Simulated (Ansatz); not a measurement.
An inverse problem

Cell vectors (Å):

```
3.3083 0.0000 0.0000
0.0000 3.3083 0.0000
0.0000 0.0000 3.3083
```

```csv
atom,a,b,c
Sc,0.5000,0.5000,0.5000
X,0.0000,0.0000,0.0000
```

Computed with LDA, all-electron LAPW in Ansatz 0.2.0, scalar-relativistic. k mesh 12×12×12, strains of ±0.003, Fermi-Dirac smearing of 0.080 eV.

Elastic constants of a crystal by Kohn-Sham DFT: slopes of the stress over finite engineering strains of the given cell, Voigt indices, Cartesian axes as in the cell vectors.

```tsv
index	elastic (GPa)
11	103
12	78.2
44	100.3
```

Question: All X atoms are one element. Which one was computed?

Answer: Al; the crystal is ScAl (Pm-3m, a database entry that needn't be its stable phase).

Known limits: responses of metals move with mesh and smearing; the softest shear constant rests on one k mesh, and a soft shear can herald a distortion on cooling.
